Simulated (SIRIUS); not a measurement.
## Small calculations from the output for Cu (Fm-3m, 1 atom in the cell; from Materials Project mp-30)

```xyz
1
Lattice="0.0000 1.7887 1.7887 1.7887 0.0000 1.7887 1.7887 1.7887 0.0000" Properties=species:S:1:pos:R:3 pbc="T T T"
Cu     0.0000     0.0000     0.0000
```

Level of theory: PBE, PseudoDojo 0.5 standard norm-conserving PBE (tails mended) pseudopotentials (plane waves; SIRIUS 7.12.0).

Main settings: parameters.ngridk = 22 22 22; parameters.xc_functionals = [XC_GGA_X_PBE, XC_GGA_C_PBE]; parameters.gk_cutoff = 9.592 1/bohr; parameters.pw_cutoff = 19.184 1/bohr; parameters.smearing = fermi_dirac; parameters.smearing_width = 0.00367493 Ha; potentials = PseudoDojo 0.5 standard norm-conserving PBE (tails mended) pseudopotentials; parameters.electronic_structure_method = pseudopotential.

The structure comes from a collection of computed structures, made at another level of theory; the collection holds predicted forms beside known ones.

The cell holds 77.2 bohr³ and the plane-wave cutoff is 92.0 Ry.

Question: How many plane waves does a k-point need, and how does the count grow with the cutoff?

Answer: In Rydberg units |k + G|² ≤ E, a sphere of radius √92.0 = 9.592 bohr⁻¹. Each G takes (2π)³/V of reciprocal space, so N = V E^(3/2)/(6π²) = 77.2 × 882.4/59.218 = 1150. The program's largest count at a k-point is 1179; single k-points scatter about the estimate. The count grows as E^(3/2): 20 % more cutoff means 31 % more plane waves.

The cell was also run at V = 11.332 Å³ (F = -5159.57448 eV, P = 8.51 GPa) and V = 11.560 Å³ (F = -5159.58412 eV, P = 4.96 GPa), scaled uniformly; the base has V = 11.446 Å³, P = 6.68 GPa and F₀ = -5159.57993 eV.

Question: Check the pressure against the energies, and estimate the bulk modulus and the volume of zero pressure.

Answer: P = −dF/dV ≈ −(-0.00964 eV)/(0.228 Å³) = 0.04228 eV/Å³; times 160.218 GPa per eV/Å³ this is 6.77 GPa, against 6.68 GPa from the stress tensor. B = −V dP/dV ≈ −11.446 × (-3.55 GPa)/(0.228 Å³) = 178 GPa at this volume. The curvature of the energies, B = V (F₊ + F₋ − 2F₀)/(ΔV/2)², gives 178 GPa. To first order the pressure vanishes at V0 ≈ V(1 + P/B) = 11.88 Å³, so all lengths change by about 1.23 %. Shape and fractional positions were held, which usually makes B too large where they are free.

With Fermi-Dirac occupations of width kT = 0.1000 eV the run gave E = -5159.5706 eV and F = E − TS = -5159.5799 eV for the cell.

Question: Extrapolate the energy to zero width, and estimate the density of states at the Fermi level.

Answer: TS = E − F = 0.0093 eV. To second order in the width E rises and F falls by the same amount, so E(0) ≈ (E + F)/2 = -5159.5752 eV. The Sommerfeld expansion gives TS = (π²/3) g (kT)², so g ≈ 3 × 0.0093/(π² × 0.1000²) = 0.28 states/eV for the cell, 0.28 an atom (both spins). This g is a mean over a few kT around the Fermi level on this mesh. It implies a bare coefficient γ = (π²/3) k_B² g = 2.357 × 0.28 = 0.7 mJ/(mol K²) for a mole of atoms, without any enhancement by phonons or spin fluctuations.

“Tails mended”: in these copies of the files the far tail of each local potential was reset to the Coulomb form.
